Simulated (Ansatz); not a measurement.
SrTe (rock salt, space group No. 225), r²SCAN in the plane-wave PAW code Ansatz, all energies at zero smearing, with the estimated change up to a 700 eV cutoff added, with one set of potentials and settings (totals compare only within such a set). Cell of 2 atoms (1 Sr, 1 Te): -10554.028 eV.

```
element                reference phase  E (eV/atom)
-------  -----------------------------  -----------
Sr       P6_3/mmc, 2 atoms in the cell   -3555.1144
Te         P3_121, 3 atoms in the cell   -6994.8235
```

Formation energy per atom, worked out: (-10554.028 − 1×(-3555.1144) − 1×(-6994.8235))/2 = -2.045 eV/atom (-197 kJ per mol of atoms), at 0 K, without zero-point energy or fitted corrections.

Space group Fm-3m (rock salt). The cell was relaxed with r²SCAN under the symmetry of its start. The references are the lowest solids computed at this level, not always the standard phases. Spin–orbit coupling is left out wherever it is not named.

Potentials: the later of the program's two PAW sets.
